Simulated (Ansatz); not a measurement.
SiC$_{2}$ in space group P4_2/mmc (No. 131; Si on 2e, C on 4i) at seven volumes, PBEsol (plane waves, PAW; program Ansatz), shape and atoms relaxed at each. One row is withheld.

```json
[
 {"V (Å³/atom)": "10.380", "P (GPa)": "?"},
 {"V (Å³/atom)": "10.722", "P (GPa)": "11.24"},
 {"V (Å³/atom)": "11.064", "P (GPa)": "5.13"},
 {"V (Å³/atom)": "11.407", "P (GPa)": "0.01"},
 {"V (Å³/atom)": "11.749", "P (GPa)": "-4.61"},
 {"V (Å³/atom)": "12.091", "P (GPa)": "-8.61"},
 {"V (Å³/atom)": "12.433", "P (GPa)": "-11.85"}
]
```

Task: Fit the shown pressures and predict the withheld one.

Result: Third-order Birch–Murnaghan: P = (3/2)B₀(x^(7/2) − x^(5/2))[1 + (3/4)(B′ − 4)(x − 1)] with x = (V₀/V)^(2/3). Least squares on the six rows gives V₀ = 11.401 Å³/atom, B₀ = 162.4 GPa, B′ = 3.86. At V = 10.380, x = 1.0645 and P = 18.26 GPa. The run itself gave 18.00 GPa.

The start of the workflow was typed in or built on a structure type; neither database checked (COD, Materials Project) lists it. Whether it is the stable phase at ambient conditions was not checked. The PBEsol relaxation kept the symmetry of its start; its stability against distortions is not shown here. Its formation energy is positive at this level, so the cell may be metastable or incomplete.

Potentials: the earlier of the program's two PAW sets. The files were generated under PBE; for other functionals the program regenerates the frozen cores, and for LDA and PBEsol the local potential too.
